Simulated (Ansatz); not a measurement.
A relaxed cell of Be2SO3 is given with its symmetry left out. The cell was found from a structure generator's guess, not taken from experiment.

Method: DFT PBE, scalar-relativistic, plane waves, PAW in Ansatz. Cutoff 420 eV, Γ-centred mesh, Gaussian smearing, collinear spin.

```yaml
crystal:
  lattice:
    - [5.14724, 0.00000, 0.00000]
    - [-2.57362, 4.45764, 0.00000]
    - [0.00000, 0.00000, 3.18199]
  atoms:
    - { symbol: Be, position: [0.33333, 0.66667, 0.50000] }
    - { symbol: Be, position: [0.66667, 0.33333, 0.50000] }
    - { symbol: S, position: [0.00000, 0.00000, 0.50000] }
    - { symbol: O, position: [0.50000, 0.00000, 0.50000] }
    - { symbol: O, position: [0.00000, 0.50000, 0.50000] }
    - { symbol: O, position: [0.50000, 0.50000, 0.50000] }
```

Formation energies are uncorrected and refer to the elements' standard structures at the same level (O₂ as a molecule).

Task: Find its symmetry and describe it.

Result: P6/mmm (No. 191). Conventional cell: a = 5.147 Å, c = 3.182 Å. Around Be lie 3 O at 1.49 Å, 3 Be at 2.97 Å and 3 S at 2.97 Å; S is surrounded by 6 O at 2.57 Å, 6 Be at 2.97 Å and 2 S at 3.18 Å (long against covalent radii, as for large ions); O has 2 Be at 1.49 Å, 2 S at 2.57 Å and 4 O at 2.57 Å.

Task: How far does it lie from the elements in energy?

Result: −1.15 eV/atom. A negative formation energy is needed for stability but isn't enough: competing phases decide.

Task: Is it a metal?

Result: Yes, bands cross the Fermi level on the 12×12×12 mesh.

Task: Which magnetic moments does it keep?

Result: 0.00 μB per atom net, the space between the atoms included; by site: all under 0.1 μB.

The last run used collinear spin, a 12×12×12 mesh for its 6-atom cell and Gaussian smearing of 0.10 eV. No dispersion correction is applied, so the spacing and binding between layers, chains or molecules are poorly described. The reference form of S is held partly by dispersion forces, which this level lacks. Symmetry constrained the relaxation, so the result can be a saddle point.
